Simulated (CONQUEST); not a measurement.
Input and output of a self-consistent single point for GeRh (Pnma, 8 atoms in the cell; from Materials Project mp-22239) (CONQUEST).

All values come from this method and carry its errors: LDA (PW92), numerical atomic orbitals double-zeta with polarisation (the shipped basis), PseudoDojo norm-conserving potentials made for LDA (CONQUEST).

```xyz
8
Lattice="5.6727 0.0000 0.0000 0.0000 3.2939 0.0000 0.0000 0.0000 6.4575" Properties=species:S:1:pos:R:3 pbc="T T T"
Ge     4.5850     2.4704     2.8182
Ge     1.0877     0.8235     3.6393
Ge     3.9240     0.8235     6.0470
Ge     1.7487     2.4704     0.4105
Rh     5.6468     2.4704     5.1442
Rh     0.0259     0.8235     1.3133
Rh     2.8622     0.8235     1.9154
Rh     2.8105     2.4704     4.5421
```

Reference input (self-consistent single point, DFT, LDA (PW92), numerical atomic orbitals double-zeta with polarisation (the shipped basis), PseudoDojo norm-conserving potentials made for LDA): basis = DZP; Diag.MPMeshX, Y, Z = 3 4 2; potentials = PseudoDojo norm-conserving LDA; Grid.GridCutoff = 140 Ha; DM.SolutionMethod = diagon; Diag.SmearingType = 1; Diag.kT = 0.009996 Ha; Diag.GammaCentred = true; Diag.MPOrder = 0; minE.SCTolerance = 1.0e-06; SC.MaxIters = 100; SC.LinearMixingFactor = 0.5. This run's input differs from it in these lines:

```diff
@@ -18,4 +18,4 @@
 Diag.MPMesh                    T
-Diag.MPMeshX                   3
-Diag.MPMeshY                   4
+Diag.MPMeshX                   2
+Diag.MPMeshY                   3
 Diag.MPMeshZ                   2
```

The program printed (abridged):

```
    PulayMixSC: Starting Pulay mixing, A_up =  0.500 A_dn =  0.500
    PulayMixSC: Spin non-polarised calculation.
    PulayMixSC: with Kerker preconditioning, q0 =  0.300
          Harris-Foulkes Energy            :    -22486.171822072446957 eV
          Free Energy (E-TS)               :    -22486.307924649860070 eV
    PulayMixSC: Pulay iteration     1 residual:              0.16322E-02
          Harris-Foulkes Energy            :    -22485.190399469116528 eV
          Free Energy (E-TS)               :    -22485.329840817750664 eV
    PulayMixSC: Pulay iteration     2 residual:              0.81491E-03
   [... lines left out ...]
          Free Energy (E-TS)               :    -22484.877825676976499 eV
    PulayMixSC: Pulay iteration     8 residual:              0.42240E-05
          Harris-Foulkes Energy            :    -22484.725567621451773 eV
          Free Energy (E-TS)               :    -22484.877747278958850 eV
    PulayMixSC: Pulay iteration     9 residual:              0.12669E-05
          Harris-Foulkes Energy            :    -22484.725563849027822 eV
          Free Energy (E-TS)               :    -22484.877734628124017 eV
    PulayMixSC: Pulay iteration    10 residual:              0.84362E-06
    PulayMixSC: Reached SCF tolerance of  0.84362E-06 after     10 iterations
      | Number of electrons      =       124.000095
      | GS Energy with kT -> 0   =    -22484.801649238575919 eV
      | Free Energy as E-TS      =    -22484.877734628124017 eV
      |* Harris-Foulkes energy   =    -22484.725563849027822 eV
      |* DFT total energy        =    -22484.725562260573497 eV

    force: Forces on atoms (eV/a0)
    force:  Atom   X              Y              Z
    force:     1  -0.0953660290   0.0000000000   0.0145946393
    force:     2   0.0953660290  -0.0000000000  -0.0145946393
    force:     3   0.0953660290  -0.0000000000   0.0145946393
    force:     4  -0.0953660290  -0.0000000000  -0.0145946393
    force:     5  -0.0598638730   0.0000000000   0.1494676050
    force:     6   0.0598638730  -0.0000000000  -0.1494676050
   [... lines left out ...]
    force: Maximum force :        0.14946760(eV/a0) on atom         6 in z direction
   [... lines left out ...]
    force: Force Residual:        0.13272515 eV/a0
    force: Total stress:          1.65957752     0.00000000    -0.00000000 GPa
                             0.00000000     4.87795582    -0.00000000
                             0.00000000    -0.00000000     1.11624631
    force: Average pressure:     -2.55125988 GPa

    get_E_and_F: Change in energy during last step of electronic optimisation:  0.13863E-06
```

The run converged in 10 iterations. CONQUEST prints the stress tensor with tension positive. Against the reference run the free energy falls by 23.4 meV/atom, the pressure goes from -2.04 to -2.55 GPa and the largest force hardly changes (0.312 to 0.304 eV/Å).

The program uses no crystal symmetry, so grid and mesh can part values that symmetry would make equal. The atom-centred basis is finite, which shifts total energies, pressures and forces against plane waves. This run is one point of a test of settings, so its values need not be converged; read them against the reference run alone. The structure comes from a collection of computed structures, made at another level of theory; the collection holds predicted forms beside known ones. No clean gap shows at this smearing width and mesh (spacing up to 0.64 Å⁻¹); the mesh is coarse for partly filled bands, so the values carry mesh errors.

Cost on one core: around 90 core-seconds (rough).
